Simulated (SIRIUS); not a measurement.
SIRIUS run on CdHgSe2 (P1, 4 atoms in the cell; from Materials Project mp-1226729, changed as shown): self-consistent single point.

All values come from this method and carry its errors: LDA (PW92), GBRV LDA ultrasoft pseudopotentials (plane waves; SIRIUS).

The change in words: atoms moved at random. Reference geometry (P-4m2):
```
CELL_PARAMETERS angstrom
      4.36423     0.00000     0.00000
      0.00000     4.36423     0.00000
      0.00000     0.00000     6.15924
ATOMIC_POSITIONS crystal
  Cd 0.50000 0.50000 0.50000
  Hg 0.00000 0.00000 0.00000
  Se 0.00000 0.50000 0.25301
  Se 0.50000 0.00000 0.74699
```

Reference input (self-consistent single point, DFT, LDA (PW92), plane waves, GBRV LDA ultrasoft pseudopotentials): parameters.ngridk = 6 6 6; parameters.xc_functionals = [XC_LDA_X, XC_LDA_C_PW]; parameters.gk_cutoff = 6.325 1/bohr; parameters.pw_cutoff = 14.143 1/bohr; parameters.smearing = fermi_dirac; parameters.smearing_width = 0.00367493 Ha; potentials = GBRV LDA ultrasoft pseudopotentials; parameters.electronic_structure_method = pseudopotential; parameters.num_bands = 22; parameters.num_mag_dims = 0; parameters.num_dft_iter = 100; parameters.energy_tol = 1e-07 Ha. This run's input differs from it in these lines:

```diff
@@ -45,10 +45,10 @@
       "Cd": [
-        [0.5, 0.5, 0.5]
+        [0.501645, 0.509412, 0.516565]
       ],
       "Hg": [
-        [0.0, 0.0, 0.0]
+        [-0.008849, 0.008206, -0.005734]
       ],
       "Se": [
-        [0.0, 0.5, 0.25301],
-        [0.5, 0.0, 0.74699]
+        [0.012777, 0.49818, 0.248529],
+        [0.494427, -0.015797, 0.740639]
       ]
```

The program printed (abridged):

```
[find] density tolerance         : 1e-06
[find] total energy tolerance    : 1e-07
[find] iter_solver_tol (initial) : 0.01
[find] iter_solver_tol (target)  : 1e-13
[find] num_dft_iter              : 100
Charges and magnetic moments
--------------------------------------------------------------------------------
total charge          : 36.000000
[find] | SCF iteration   0 out of 100|
[diagonalize] iterative solver tolerance (occupied, empty): 0.01 0.01
[diagonalize] average number of iterations: 2.01786
[find] Charges and magnetic moments
[find] total charge          : 36.000000
[find] Energy
   [... lines left out ...]

[find] Charges and magnetic moments
[find] total charge          : 36.000000
[find] Energy
[find] smearing (-TS)                 :      -0.00015592
[find] Total energy                   :    -154.27347426 (Ha),    -308.54694852 (Ry)
[find] Free energy (E-TS)             :    -154.27363017 (Ha),    -308.54726035 (Ry)
[find] band gap (eV)                  :       0.01773177
[find] Efermi                         :       0.19122332
[find] iteration : 27, RMS (target) : 6.2073e-07 (1.0000e-06) , energy difference (target) : -1.0827e-09 (1.0000e-07)
[find] bands are converged : true
[find] iterative solver converged : false
[find] converged after 28 SCF iterations!
[find] Charges and magnetic moments
[find] total charge          : 36.000000
[find] Energy
[find] smearing (-TS)                 :      -0.00015592
[find] Total energy                   :    -154.27347426 (Ha),    -308.54694852 (Ry)
[find] Free energy (E-TS)             :    -154.27363017 (Ha),    -308.54726035 (Ry)
[find] band gap (eV)                  :       0.01773177
[find] Efermi                         :       0.19122332
[ground_state] === stress tensor components [kbar] ===
[ground_state] === stress_total ===
[ground_state]    37.157025    0.172109   -1.583670
[ground_state]     0.172109   16.955074  -12.821452
[ground_state]    -1.583670  -12.821452   29.141013
[ground_state] ==== total Forces in Ha/bohr =====
[ground_state] atom:    0, force:       0.0028279     -0.0141320     -0.0165470
[ground_state] atom:    1, force:       0.0001831     -0.0019195      0.0041647
[ground_state] atom:    2, force:      -0.0042287      0.0009930      0.0032128
[ground_state] atom:    3, force:       0.0012178      0.0150575      0.0091684
```

The run converged in 28 iterations. SIRIUS prints the stress tensor with tension positive. Against the reference run the free energy rises by 25.3 meV/atom, the pressure goes from -3.12 to -2.78 GPa and the largest force goes from 0.011 to 1.128 eV/Å.

Spin-orbit coupling is left out, which matters for bands and gaps with elements this heavy. Forces above 1 eV/Å remain at this geometry. The structure comes from a collection of computed structures, made at another level of theory; the collection holds predicted forms beside known ones. No clean gap shows at this smearing width and mesh (spacing up to 0.24 Å⁻¹); the mesh is coarse for partly filled bands, so the values carry mesh errors. Semi-local functionals can close small gaps.

Cost on one core: roughly 5 core-minutes.
